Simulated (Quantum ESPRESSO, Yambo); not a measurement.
CaC2 (space group C2/c, No. 15): one geometry, one set of PBEsol (Quantum ESPRESSO, PseudoDojo norm-conserving, 82 Ry, no spin-orbit coupling) orbitals, self-energies from Yambo (4×4×2 Γ-centred k mesh, 140 bands and a 7 Ry block in the screening, 140 bands in G with the Bruneval-Gonze terminator, plasmon pole fitted at 27.2 eV).

| level | gap (0.25, -0.25, 0) → (-0.5, -0.5, 0) (eV) | direct gap at (-0.5, -0.5, 0) (eV) |
|---|---|---|
| PBEsol (Quantum ESPRESSO) | 1.89 | 2.59 |
| exchange only (Hartree-Fock self-energy on PBEsol orbitals) | 10.40 | 11.42 |
| static COHSEX@PBEsol | 4.72 | 5.54 |
| G0W0@PBEsol, plasmon pole | ___ | ___ |
| G0W0@PBEsol, multipole fit to 8 frequencies, no terminator | 3.73 | 4.56 |
| G0W0@PBEsol, plasmon pole, no terminator | ___ | ___ |

Question: Fill in the missing entries.

Answer: 
- G0W0@PBEsol, plasmon pole, gap (0.25, -0.25, 0) → (-0.5, -0.5, 0) (eV): 3.81
- G0W0@PBEsol, plasmon pole, direct gap at (-0.5, -0.5, 0) (eV): 4.64
- G0W0@PBEsol, plasmon pole, no terminator, gap (0.25, -0.25, 0) → (-0.5, -0.5, 0) (eV): 3.77
- G0W0@PBEsol, plasmon pole, no terminator, direct gap at (-0.5, -0.5, 0) (eV): 4.62

Bare exchange has no screening and gives the widest gap; static COHSEX screens it but leaves out the frequency dependence, which G0W0 restores. All rows use the PBEsol edge points; in the exchange only run other k points give a smaller gap, 9.56 eV.

Nearest settings tried, and what they do to the gap: 91 bands in G: +1 meV; 66 bands in W: +52 meV; 3 Ry block (57 vectors against 199): -260 meV. Not varied: mesh. So the settings aren't converged at that level.

Geometry of the Materials Project entry, not relaxed at this level; primitive cell a = b = 3.900 Å, c = 7.384 Å, α = β = 104.58°, γ = 64.51°.

The structure is a Materials Project entry; no match was found in the copy of COD used, and its stability was not checked.
